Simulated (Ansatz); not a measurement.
ZnAg:
```cif
data_AgZn
_chemical_formula_sum 'Zn1 Ag1'
_space_group_name_H-M_alt 'P 1'
_space_group_IT_number 1
_cell_length_a 2.82013
_cell_length_b 2.82013
_cell_length_c 4.28795
_cell_angle_alpha 90.000
_cell_angle_beta 90.000
_cell_angle_gamma 120.000
loop_
_space_group_symop_operation_xyz
  'x, y, z'
loop_
_atom_site_label
_atom_site_type_symbol
_atom_site_fract_x
_atom_site_fract_y
_atom_site_fract_z
_atom_site_occupancy
Zn1 Zn 0.00000 0.00000 0.00000 1
Ag1 Ag 0.33333 0.66667 0.50000 1
```

This is the LDA-relaxed structure.

Problem. All from plane-wave PAW LDA (Ansatz code), unless another level is named. Predict the density of states at the Fermi level.

Solution. 0.31 states/eV per atom (mean over ±0.08 eV).

Problem. Next, the formation energy from the elements (no fitted shifts)?

Solution. -0.058 eV/atom.

Space group P-6m2. The first step of the workflow began from a Materials Project structure, measured or hypothetical; the Crystallography Open Database copy checked does not list it. COD files the formula under space group No. 221. With Zn and Ag taken as one species the cell has the higher symmetry P6_3/mmc, so it may be an ordered model of a mixed-site phase. Whether it is the stable phase at ambient conditions was not checked. Symmetry was held in the LDA relaxation; whether a distortion lowers the energy is not shown. The run is not spin-polarised. The references are the lowest solids computed at this level, not always the standard phases. Spin–orbit coupling is left out wherever it is not named.

Potentials: the later of the program's two PAW sets.
